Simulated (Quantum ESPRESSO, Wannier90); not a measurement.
# Wannierisation of TlBr (CsCl type)

```
begin unit_cell_cart
ang
    3.9999100000    0.0000000000    0.0000000000
    0.0000000000    3.9999100000    0.0000000000
    0.0000000000    0.0000000000    3.9999100000
end unit_cell_cart
begin atoms_frac
Tl   0.0000000000  0.0000000000  0.0000000000
Br   0.5000000000  0.5000000000  0.5000000000
end atoms_frac
```

Materials Project entry mp-22875; symmetrised, unrelaxed at this level. COD (Crystallography Open Database) has an entry of this formula and space group (matched by these alone). Method: PBE plane waves in Quantum ESPRESSO 7.5 (PseudoDojo norm-conserving files, 49 Ry, no spin polarisation, no spin-orbit coupling), Bloch states on a 8×8×8 mesh through Γ, Wannier90 4.0.1. Density: 8×8×8 mesh, cold smearing 0.01 Ry. Spin-orbit coupling is left out although heavy elements are present.

A tight-binding model is made by disentanglement and projection with no localisation steps (num_iter = 0), so the 8 orbitals stay atom-like: hydrogen-like Tl: s;p; Br: s;p, axes along x, y, z; frozen window up to 3.40 eV relative to the valence-band maximum. It follows pw.x to 3.2 meV rms for states up to 2.9 eV relative to the valence-band maximum. Matrix elements depend on this choice of orbitals and windows. Bands 2–6 (Tl 5d 100 %) lie between the kept ones and are excluded.

The 20 largest hoppings ⟨m,0|H|n,R⟩ between different sites (one of each Hermitian pair; signs follow the real orbitals' lobes; the list may end inside a set of equal values):

```tsv
m	n	R	distance of the centres (Å)	t (eV)
Tl1 pz	Tl1 pz	0 0 1	4.00	0.937
Tl1 py	Tl1 py	0 1 0	4.00	0.937
Tl1 px	Tl1 px	1 0 0	4.00	0.937
Br2 pz	Tl1 px	0 0 0	3.46	0.395
Br2 pz	Tl1 py	0 0 0	3.46	0.395
Br2 px	Tl1 pz	0 0 0	3.46	0.395
Br2 py	Tl1 pz	0 0 0	3.46	0.395
Br2 pz	Tl1 py	0 0 1	3.46	-0.395
Br2 px	Tl1 pz	0 0 1	3.46	-0.395
Br2 px	Tl1 py	0 0 1	3.46	0.395
Br2 py	Tl1 pz	0 0 1	3.46	-0.395
Br2 py	Tl1 px	0 0 1	3.46	0.395
Br2 pz	Tl1 px	0 1 0	3.46	0.395
Br2 pz	Tl1 py	0 1 0	3.46	-0.395
Br2 px	Tl1 py	0 1 0	3.46	-0.395
Br2 py	Tl1 pz	0 1 0	3.46	-0.395
Br2 py	Tl1 px	0 1 0	3.46	-0.395
Br2 pz	Tl1 px	0 1 1	3.46	-0.395
Br2 pz	Tl1 py	0 1 1	3.46	0.395
Br2 px	Tl1 pz	0 1 1	3.46	-0.395
```
